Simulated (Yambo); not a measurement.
Quantum ESPRESSO input (LDA, PseudoDojo standard norm-conserving files, scalar-relativistic) whose wavefunctions are converted with p2y:

```
&CONTROL
  calculation = 'nscf'
  pseudo_dir = './pseudo'
  outdir = './out'
/
&SYSTEM
  ibrav = 0
  nat = 10
  ntyp = 4
  ecutwfc = 96.0
  ecutrho = 384.0
  occupations = 'fixed'
  force_symmorphic = .true.
  nbnd = 278
/
&ELECTRONS
  conv_thr = 1e-08
  diago_full_acc = .true.
  diago_thr_init = 1e-08
/
ATOMIC_SPECIES
F 18.9984 F.upf
K 39.0983 K.upf
Co 58.9332 Co.upf
Cs 132.9055 Cs.upf
CELL_PARAMETERS angstrom
  0.000000000000   4.518725000000   4.518725000000
  4.518725000000   0.000000000000   4.518725000000
  4.518725000000   4.518725000000   0.000000000000
ATOMIC_POSITIONS crystal
F   0.209000000000   0.791000000000   0.209000000000
F   0.791000000000   0.209000000000   0.791000000000
F   0.209000000000   0.791000000000   0.791000000000
F   0.791000000000   0.209000000000   0.209000000000
F   0.209000000000   0.209000000000   0.791000000000
F   0.791000000000   0.791000000000   0.209000000000
K   0.500000000000   0.500000000000   0.500000000000
Co   0.000000000000   0.000000000000   0.000000000000
Cs   0.250000000000   0.250000000000   0.250000000000
Cs   0.750000000000   0.750000000000   0.750000000000
K_POINTS automatic
1 1 1 0 0 0
```

Yambo's initialisation report on symmetry, reciprocal space, the k grid and the gaps on this mesh:

```
  [02.02] Symmetries
  ==================

  Inversion symmetry    : yes
  Spatial inversion     : yes
  Inversion index       :  25
  K-space Time-reversal : no
  Magnetic symmetries   : no
  Group table correct   : yes
  Symmetries units      :  [cc]

  [02.03] Reciprocal space
  ========================

  nG shells         :   949
  nG charge         :  158341
  nG WFs            :  19795
  nC WFs            :  19795
  G-vecs. in first 80 shells:  [ Number ]
     1    9   15   27   51   59   65   89  113
    137   169   181   229   259   283   307   331   339
    387   411   459   531   537   561   609   645   701
    725   749   821   869   893   941   965  1037  1067
   1139  1211  1243  1291  1363  1411  1459  1471  1591
   1639  1687  1759  1807  1837  1893  1917  1989  2085
   2109  2133  2229  2277  2397  2421  2445  2565  2637
   2685  2733  2741  2837  2891  2975  3071  3119  3143
    3215   3287   3383   3479   3527   3647   3695   3719
  ...
  Shell energy in first 80 shells:  [ mHa ]
    0.00000      203.031      270.707      541.415      744.445      812.122      1082.83      1285.86      1353.54
    1624.24      1827.28      2165.66      2368.69      2436.37      2707.07      2910.10      2977.78      3248.49
    3451.52      3519.20      3789.90      3992.93      4331.32      4534.35      4602.03      4872.73      5075.76
    5143.44      5414.15      5617.18      5684.86      5955.56      6158.59      6496.98      6700.01      6767.69
    7038.39      7241.42      7309.10      7782.84      7850.52      8121.22      8324.25      8662.64      8865.67
    8933.35      9204.05      9407.08      9474.76      9745.47      9948.50      10016.2      10286.9      10489.9
    10828.3      11031.3      11099.0      11369.7      11572.7      11640.4      11911.1      12114.2      12181.8
    12452.5      12655.6      12994.0      13197.0      13264.7      13535.4      13738.4      13806.1      14076.8
    14279.8      14347.5      14618.2      14821.2      15159.6      15362.6      15430.3      15701.0
  ...

  [02.04] K-grid lattice
  ======================

  Compatible Grid is   : 0D
  K lattice UC volume  :  0.199189 [a.u.]

  IBZ K-points                                      :  1
  BZ  K-points                                      :  1

  K/Q-points units:
  rlu = crystal or reduced units; cc = cartesian coordinates; iku = interal k-units

  K [1]          [rlu]:  0.000000  0.000000  0.000000
         WF components:  19795

  [02.05] Energies & Occupations
  ==============================

  [X] === General ===
  [X] Electronic Temperature                        :  0.000000  0.000000 [eV K]
  [X] Bosonic    Temperature                        :  0.000000  0.000000 [eV K]
  [X] Finite Temperature mode                       : no
  [X] El. density                                   :  0.46604E+24 [cm-3]
  [X] Fermi Level                                   :  4.720750 [eV]

  [X] === Gaps and Widths ===
  [X] Conduction Band Min                           :  1.100959 [eV]
  [X] Valence Band Max                              :  0.000000 [eV]
  [X] Filled Bands                                  :   43
  [X] Empty Bands                                   :   44  278
  [X] Direct Gap                                    :  1.100959 [eV]
  [X] Direct Gap localized at k                     :  1
```
The gaps are LDA values on this mesh alone; only operations without fractional translations are kept.

Geometry of the Materials Project entry, not relaxed at this level.

The runs are not spin-polarised; magnetic order was not tried.
